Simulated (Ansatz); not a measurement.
NaFeN (P6_3mc) from a database of computed structures, relaxed with r2SCAN in the plane-wave code Ansatz. The symmetry is P6_3mc (No. 186, hexagonal); conventional cell a = 2.974 Å, c = 9.733 Å, 12.42 Å³ an atom. Na has 4 N at 2.56–2.97 Å; Fe has 3 N at 1.78 Å; N has 3 Fe at 1.78 Å and 4 Na at 2.56–2.97 Å.

The axes x, y and z are those of this cell:
```
Na Fe N
1.0
     2.97385    0.00000    0.00000
    -1.48692    2.57543    0.00000
     0.00000    0.00000    9.73272
Na Fe N
2 2 2
Direct
  0.66667 0.33333 0.76081
  0.33333 0.66667 0.26081
  0.00000 0.00000 0.51824
  0.00000 0.00000 0.01824
  0.33333 0.66667 0.56559
  0.66667 0.33333 0.06559
```

Unstrained: The PBE gap is indirect, 0.339 eV (Γ–K (0.52 of the way from Γ) to H), below the direct gap of 0.683 eV at K. With r2SCAN the valence top lies at Γ–K (0.52 of the way from Γ) and the conduction bottom at H, 0.535 eV higher; the smallest vertical gap, at H, is 0.939 eV. With HSE06 the valence top lies at Γ–K (0.52 of the way from Γ) and the conduction bottom at M, 1.169 eV higher; the smallest vertical gap, at M, is 1.520 eV. Meshes: PBE 12×12×4, r2SCAN 12×12×4, HSE06 6×6×2. Strains are changes of length per length, and xy shears are angles. After each strain the atoms were relaxed again with r2SCAN within the symmetry that the strain leaves, so tilts or polar shifts that break it weren't tested; points keep the names that they have in the unstrained zone. Spin-unpolarised throughout; all numbers are computed.

(1) Estimate what isotropic -4.11 % on every length does to the gap.

(2) Apply uniaxial +5.8 % along x, other directions held. How far does the gap move, against the unstrained cell?

(3) Estimate what xy shear, engineering strain (angle) -0.41 % does to the gap.

(4) Order the strained cells by their HSE06 gap, smallest first.
A. isotropic -4.11 % on every length
B. uniaxial +5.8 % along x, other directions held
C. xy shear, engineering strain (angle) -0.41 %

## Answers

(1) PBE: the gap goes from 0.339 to 0.324 eV (-0.015 eV). r2SCAN: the gap goes from 0.535 to 0.476 eV (-0.059 eV). HSE06: the gap goes from 1.169 to 1.118 eV (-0.051 eV); the edges go from Γ–K (0.52) → M to Γ–K (0.52) → (1/3, 1/3, 0.479). The r2SCAN energy rises by 78.2 meV an atom.

(2) PBE: the gap goes from 0.339 to 0.192 eV (-0.147 eV); the edges go from Γ–K (0.52) → H to (0.174, 0.180, 0) → (0.302, 0.349, 0). r2SCAN: the gap goes from 0.535 to 0.402 eV (-0.133 eV); the edges go from Γ–K (0.52) → H to (0.174, 0.180, 0) → (0.302, 0.349, 0). HSE06: the gap goes from 1.169 to 0.829 eV (-0.340 eV); the edges go from Γ–K (0.52) → M to (0.174, 0.180, 0) → M. The r2SCAN energy rises by 32.6 meV an atom.

(3) PBE: the gap goes from 0.339 to 0.331 eV (-0.008 eV); the edges go from Γ–K (0.52) → H to Γ–K (0.52) → K. r2SCAN: the gap goes from 0.535 to 0.527 eV (-0.008 eV); the edges go from Γ–K (0.52) → H to Γ–K (0.52) → (1/3, 1/3, 1/4). HSE06: the gap goes from 1.169 to 1.150 eV (-0.019 eV). The r2SCAN energy rises by 0.0 meV an atom.

(4) B (0.83 eV), A (1.12 eV), C (1.15 eV).

Where an edge lies off the special points, it is a point of the mesh or the k point where a search put PBE's edge or least direct gap, reused for the other functionals, whose own edges may lie a little apart.

Coordinates of k points refer to the reciprocal vectors of the primitive cell of the runs.

The meshes of the hybrids are coarse, so their gaps aren't converged to the digits shown.
